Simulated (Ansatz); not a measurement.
LiGa, DFT, PBEsol, all-electron PAW with datasets made for the crystal, scalar-relativistic (Ansatz 0.2.0), run on 1 thread of Intel(R) Xeon(R) Platinum 8259CL CPU @ 2.50GHz (Skylake/Cascade Lake) on a shared host.

The cell is COD entry 1540165, as deposited and not checked against the literature; nothing was relaxed. The listed cell was then made from it by scaling, straining or moving an atom.

Command: `ansatz run input.yaml --threads 1 --pin off --max-ram 4096MiB --backend cpu --events-out ev --progress --plain --runs-dir out`

```yaml
crystal:
  lattice:
    - [0.0, 3.0845, 3.053655]
    - [3.0845, 0.0, 3.053655]
    - [3.0845, 3.0845, 0.0]
  atoms:
    - { symbol: Li, position: [0.0, 0.0, 0.0] }
    - { symbol: Li, position: [0.25, 0.25, 0.25] }
    - { symbol: Ga, position: [0.5, 0.5, 0.5] }
    - { symbol: Ga, position: [0.75, 0.75, 0.75] }
kpoints:
  mp_grid: { grid: [12, 12, 12] }
scf:
  occupations: { method: fermi_dirac, width: 0.05 }
hamiltonian:
  xc: pbesol
  pseudopotentials: { kind: all_electron, datasets: crystal }
output:
  forces: true
  stress: true
  eigenvalues: true
  efg: { contact_densities: true }
```

**Question.** How large is the problem that the program sets up?

**Answer.** 163 irreducible k-points, 531 plane waves at Γ, 19 bands.

**Question.** About how long does it take, and how much memory does it use?

**Answer.** 40 s of wall time for 11 SCF iterations, with a peak of 0.79 GiB. Times on shared machines scatter by tens of per cent.

**Question.** And the same cell and mesh by PAW (frozen-core files), asked for forces, stress, eigenvalues, efg, on the same hardware?

**Answer.** 11 s, peak memory 0.52 GiB.
